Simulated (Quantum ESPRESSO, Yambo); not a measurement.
Ta3O7F (space group Cmmm, No. 65). The geometry is that of Materials Project entry mp-753747, symmetrised and not relaxed again. Chain: PBEsol (Quantum ESPRESSO, PseudoDojo norm-conserving, 84 Ry, scalar-relativistic); G0W0 in Yambo (2×2×4 Γ-centred k mesh, bands 4 to 212 and a 7 Ry block in the screening, 212 bands in G with the Bruneval-Gonze terminator, plasmon pole fitted at 27.2 eV); BSE (4×4×4 mesh, 20 valence and 11 conduction bands, static screening with 93 bands and a 3 Ry block, scissor 1.59 eV, Tamm-Dancoff).

The PBEsol gap (dense path) comes out as 2.28 eV, the PBEsol gap (-0.5, -0.5, -0.5) → (0, -0.5, 0) on the GW mesh comes out as 2.28 eV and the PBEsol smallest direct gap on the GW mesh, at (0, -0.5, 0) is 2.94 eV. The G0W0 direct gap at that point comes out as 4.53 eV and the G0W0 correction to the gap (-0.5, -0.5, -0.5) → (0, -0.5, 0) is 1.49 eV. The lowest exciton comes out as no binding energy given (see below).

Rough cost of the Yambo steps against G0W0 for 8 states: BSE within a factor of two.

Nearest settings tried, and what they do to the gap: 2 Ry block (53 vectors against 271): +496 meV. Not varied: bands in G, bands in W, mesh. So the settings aren't converged at that level. The BSE states are vertical excitations (zero momentum); the indirect quasiparticle gap, about 3.77 eV, is smaller than the direct one (4.53 eV on the GW mesh). The lowest state covers only about 7 of the 64 k points, so the mesh doesn't resolve it: its energy and its distance from the direct gap are mesh artefacts. An extended exciton needs a far denser mesh. Axes are Cartesian, with cell vectors (Å) (3.22, -5.36, 0.00), (3.22, 5.36, 0.00), (0.00, 0.00, 3.85).

Spin-orbit coupling is left out, which matters for elements this heavy: edges can move by tenths of an eV.

The structure is a Materials Project entry; no match was found in the copy of COD used, and its stability was not checked.
